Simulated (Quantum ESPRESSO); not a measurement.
Inputs of pw.x and gipaw.x (a modified build of Quantum ESPRESSO, PBE) for MgSe; the starting potential comes from an earlier run on another mesh:

```
&CONTROL
  calculation = 'scf'
  prefix = 'x'
  pseudo_dir = './pseudo'
  outdir = './out'
  tprnfor = .true.
/
&SYSTEM
  ibrav = 0
  nat = 2
  ntyp = 2
  ecutwfc = 40
  ecutrho = 160
  occupations = 'fixed'
  nbnd = 8
/
&ELECTRONS
  conv_thr = 1e-11
  startingpot = 'file'
/
ATOMIC_SPECIES
Mg 24.305 Mg.GGA_PBE-JTH.UPF
Se 78.971 Se.GGA_PBE-JTH.UPF
CELL_PARAMETERS angstrom
    0.000000000000     2.725500000000     2.725500000000
    2.725500000000     0.000000000000     2.725500000000
    2.725500000000     2.725500000000     0.000000000000
ATOMIC_POSITIONS crystal
Mg     0.000000000000     0.000000000000     0.000000000000
Se     0.500000000000     0.500000000000     0.500000000000
K_POINTS automatic
6 6 6 1 1 1
```

```
&INPUTGIPAW
  job = 'nmr'
  prefix = 'x'
  tmp_dir = './out/'
  restart_mode = 'from_scratch'
  pawproj(1) = .true.
  pawproj(2) = .true.
  use_nmr_macroscopic_shape = .false.
/
```

The cell was made here from an entry of the Crystallography Open Database (unchecked): atoms relaxed with PBE in the measured cell (PBE without dispersion, pw.x of Quantum ESPRESSO, symmetry kept).  Stability against distortions was not tested.

Q: Predict the shielding tensors that the run ends with.

A: 
```
     f-sum rule (should be   -10.3085):
           -10.3096         -0.0000         -0.0000
            -0.0000        -10.3096         -0.0000
            -0.0000         -0.0000        -10.3096

     Total NMR chemical shifts in ppm: ---------------------------------------
     (adopting the Simpson convention for anisotropy and asymmetry)-----------

     Atom  1  Mg  pos: (  0.000000  0.000000  0.000000)  Total sigma:         567.40
           567.3977         -0.0000          0.0000
             0.0000        567.3977          0.0000
             0.0000          0.0000        567.3977

     Mg      1    anisotropy:     -0.00    eta:    0.0000
     Mg      1    sigma_11=    567.40
     Mg      1    sigma_22=    567.40
     Mg      1    sigma_33=    567.40

     Atom  2  Se  pos: (  0.707107  0.707107  0.707107)  Total sigma:        1833.74
          1833.7414         -0.0000         -0.0000
            -0.0000       1833.7414         -0.0000
            -0.0000         -0.0000       1833.7414

     Se      2    anisotropy:      0.00    eta:    0.0000
     Se      2    sigma_11=   1833.74
     Se      2    sigma_22=   1833.74
     Se      2    sigma_33=   1833.74
```
The printed anisotropy is 3/2 (σ_33 − σ_iso) in the program's own order; the axes are left out here. All sites are cubic, so the anisotropy vanishes by symmetry. Shieldings are absolute and leave out the bulk-susceptibility term; a larger σ means a smaller chemical shift. By our sweeps, such settings leave a few ppm in absolute σ on light atoms and up to some 20 ppm from Zn on. No spin–orbit coupling; Se is the heaviest element present. No d partial waves on Mg, Se: the paramagnetic term there is incompletely reconstructed.
